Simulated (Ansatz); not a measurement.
Structure: Ga2PN as one 4-atom ordering (R-3m) on the rocksalt lattice, at its r2SCAN minimum. It is trigonal, R-3m (No. 166); a = 3.253 Å, c = 16.940 Å in the conventional setting, 12.93 Å³ an atom. Around N lie 6 Ga at 2.22 Å; around P lie 6 Ga at 2.49 Å; around Ga lie 3 N at 2.22 Å and 3 P at 2.49 Å.

```yaml
crystal:
  lattice:
    - [1.62625, 0.93892, 5.64660]
    - [-1.62625, 0.93892, 5.64660]
    - [0.00000, -1.87783, 5.64660]
  atoms:
    - { symbol: N, position: [0.00000, 0.00000, 0.00000] }
    - { symbol: P, position: [0.50000, 0.50000, 0.50000] }
    - { symbol: Ga, position: [0.26297, 0.26297, 0.26297] }
    - { symbol: Ga, position: [0.73703, 0.73703, 0.73703] }
```

The questions ask for values computed with the PAW code Ansatz on this geometry. (Calculated; non-magnetic; the phase may be known or hypothetical.)

Q: What gap does r2SCAN give, and where are the band edges?

A: r2SCAN gives no gap: the lowest nominally empty band dips 2.49 eV below the top of the last filled one (its bottom at S₂–F (0.60 of the way from S₂), the top at Γ), so the cell is a metal or semimetal at this level.

Q: What does PBE give for the gap (10×10×10 mesh)?

A: With PBE the bands overlap by 2.48 eV (counted from 1, band 18 peaks at Γ and band 19 bottoms out at S₂–F (0.60 of the way from S₂)): no gap.

Q: Estimate the gap with PBE+SOC on 10×10×10.

A: PBE+SOC gives no gap: the lowest nominally empty band dips 2.45 eV below the top of the last filled one (its bottom at S₂–F (0.60 of the way from S₂), the top at Γ), so the cell is a metal or semimetal at this level. Spin-orbit coupling itself accounts for +0.03 eV.

Only the levels marked +SOC include spin-orbit coupling.

Where an edge lies off the special points, it is a point of the mesh or the k point where a search put PBE's edge or least direct gap, reused for the other functionals, whose own edges may lie a little apart; PBE's own value is read along its path and can be a few hundredths of an eV high.
